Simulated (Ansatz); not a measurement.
# Varying the input for AgBiTeSe

All trials start from this Ansatz input:

```yaml
crystal:
  lattice:
    - [4.202193, 0.0, 0.0]
    - [0.0, 4.202193, 0.0]
    - [0.0, 0.0, 6.29225]
  atoms:
    - { symbol: Ag, position: [0.0, 0.0, 0.0] }
    - { symbol: Bi, position: [0.5, 0.5, 0.5] }
    - { symbol: Te, position: [0.5, 0.5, 0.0] }
    - { symbol: Se, position: [0.0, 0.0, 0.5] }
basis:
  ecutwfc: 420
kpoints:
  mp_grid: { grid: [4, 4, 2] }
hamiltonian:
  xc: pbe
scf:
  occupations: { method: gaussian, width: 0.1 }
output:
  forces: true
  stress: true
  eigenvalues: true
```

Command:

```bash
ansatz run input.yaml --threads 1 --pin off --max-ram 1331MiB --backend cpu --events-out ev --progress --plain --runs-dir out
```

The run converges in 8 SCF iterations on 12 irreducible k-points: pressure 0.49 GPa, no gap.

The inputs are trials, many of them unsound on purpose. Their numbers show the effect of the settings and aren't properties of the material. Each trial's input is given as a difference from the reference's; energies are extrapolated to zero smearing where there is one, and pressure is positive in compression. Charged cells sit in a uniform background, and their pressures hang on that convention.

Trial 1:

```diff
-basis:
-  ecutwfc: 420
+basis: {}
 scf:
-  occupations: { method: gaussian, width: 0.1 }
+  occupations: { method: methfessel_paxton, width: 0.28 }
```

The run converges in 7 SCF iterations on 12 irreducible k-points: energy 0.43 meV per atom below the reference, pressure 0.48 GPa, no gap.

Trial 2 (volume scaled):

```diff
 crystal:
   lattice:
-    - [4.202193, 0.0, 0.0]
-    - [0.0, 4.202193, 0.0]
-    - [0.0, 0.0, 6.29225]
+    - [4.0646721457, 0.0, 0.0]
+    - [0.0, 4.0646721457, 0.0]
+    - [0.0, 0.0, 6.0863299969]
 basis:
-  ecutwfc: 420
+  ecutwfc: "8 Ha"
+  precision: f64
 hamiltonian:
+  hubbard: { sites: [{ species: Ag, l: d, u_eff: 4.8 }] }
 scf:
-  occupations: { method: gaussian, width: 0.1 }
+  occupations: { method: fermi_dirac, width: "3000 K" }
```

The run converges in 9 SCF iterations on 12 irreducible k-points: pressure 9.63 GPa (unreliable at so low a cutoff), no gap. It warns that the cutoff lies under the recommended one, 420 eV for these potentials; that the count of filled bands differs between k-points. Under a U the state reached may not be the lowest.

Trial 3 (origin moved):

```diff
 crystal:
   atoms:
-    - { symbol: Ag, position: [0.0, 0.0, 0.0] }
-    - { symbol: Bi, position: [0.5, 0.5, 0.5] }
-    - { symbol: Te, position: [0.5, 0.5, 0.0] }
-    - { symbol: Se, position: [0.0, 0.0, 0.5] }
+    - { symbol: Ag, position: [0.496, 0.901, 0.354] }
+    - { symbol: Bi, position: [0.996, 1.401, 0.854] }
+    - { symbol: Te, position: [0.996, 1.401, 0.354] }
+    - { symbol: Se, position: [0.496, 0.901, 0.854] }
-basis:
-  ecutwfc: 420
+basis: {}
 kpoints:
-  mp_grid: { grid: [4, 4, 2] }
+  mp_grid: { grid: [2, 2, 1] }
 scf:
+  mixing: { algorithm: msr1, ndim: 6 }
+  initial_density: { chi_scale: 0, normalization: atom }
+  eigensolver: { mixed_precision: false }
+  max_iter: 30
+  convergence: { dr2_threshold: "1e-5 eV" }
```

The run converges in 7 SCF iterations on 3 irreducible k-points: energy 224 meV per atom below the reference, pressure -2.19 GPa. It warns that the SCF threshold is loose for the forces; that not every printed level is settled; that the SCF threshold is loose for the stress.

Trial 4:

```diff
+total_charge: 0.5
 output:
+  efg: {}
```

The run converges in 9 SCF iterations on 12 irreducible k-points: pressure -0.20 GPa (with the neutralising background of the charged cell), no gap. It warns that field gradients leave spin–orbit coupling out.

Trial 5:

```diff
 kpoints:
-  mp_grid: { grid: [4, 4, 2] }
+  mp_grid: { grid: [1, 1, 2], shift: [0.98, 0.49, 0.7] }
 scf:
+  n_extra_bands: 2
+  convergence: { dr2_threshold: "1e-8 eV" }
```

The run converges in 13 SCF iterations on 2 irreducible k-points: energy 1.44 eV per atom above the reference, pressure 9.42 GPa. It warns that the SCF threshold is loose for the stress; that the mesh lowers the symmetry.